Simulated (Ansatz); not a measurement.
Phonons of BP (zinc blende) at Γ, L = (0.5, 0.0, 0.0), X = (0.5, 0.5, 0.0).

BP (zinc blende)

```
CELL_PARAMETERS angstrom
      0.00000     2.27424     2.27424
      2.27424     0.00000     2.27424
      2.27424     2.27424     0.00000
ATOMIC_POSITIONS crystal
  P  0.75000 0.75000 0.75000
  B  0.00000 0.00000 0.00000
```

Method: PBE (plane waves to 420 eV, PAW, scalar-relativistic; Ansatz, an electronic-structure program). DFPT wavenumbers on a 12×12×12 k mesh, in cm⁻¹; i marks imaginary ones, q is in fractions of the reciprocal vectors of the cell shown, and the three acoustic modes at Γ are left out. The non-analytic (LO-TO) term is not included, so polar modes at Γ have their transverse values. BP was relaxed with its symmetry unable to fall.

```tsv
q	wavenumbers (cm⁻¹)
Γ	800 (×3)
L = (0.5, 0.0, 0.0)	225 (×2), 506, 751, 757 (×2)
X = (0.5, 0.5, 0.0)	313 (×2), 525, 701 (×2), 781
```

The structure shows no imaginary mode at these points (lowest 225 cm⁻¹ at L = (0.5, 0.0, 0.0)); other wave vectors were not tested.

Highest mode: 800 cm⁻¹ at Γ.
